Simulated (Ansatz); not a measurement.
TaSi2 (fluorite, Fm-3m) under volume change, DFT-PBE in the program Ansatz with PAW potentials, scaled uniformly.

```tsv
V (Å³/atom)	E − E(relaxed) (meV/atom)	P (GPa)
16.876	62.1	12.65
17.432	(withheld)	(withheld)
17.988	6.3	3.73
18.545	0.0	0.00
19.101	5.8	-3.24
19.657	22.0	-6.00
20.214	(withheld)	(withheld)
```

### Question
Complete the blanks.

### Answer

- 17.432, E − E(relaxed) (meV/atom): 26.6
- 17.432, P (GPa): 7.98
- 20.214, E − E(relaxed) (meV/atom): 46.9
- 20.214, P (GPa): -8.29

### Question
What does a third-order Birch–Murnaghan fit give for V₀, B₀ and B′?

### Answer
V₀ = 18.55 Å³/atom, B₀ = 114 GPa, B′ = 3.6.

The cell is a constructed one: a structure type filled with these elements; neither database checked (COD, Materials Project) lists it. COD files the formula under space group No. 180, 181, so this cell is another polymorph or a model. Its standing as an ambient phase is unchecked. The PBE relaxation kept the symmetry of its start; whether a distortion lowers the energy is not shown. The run is not spin-polarised. Scalar-relativistic: spin–orbit coupling is off unless named, which matters more the heavier the elements.

Potentials: the later of the program's two PAW sets.
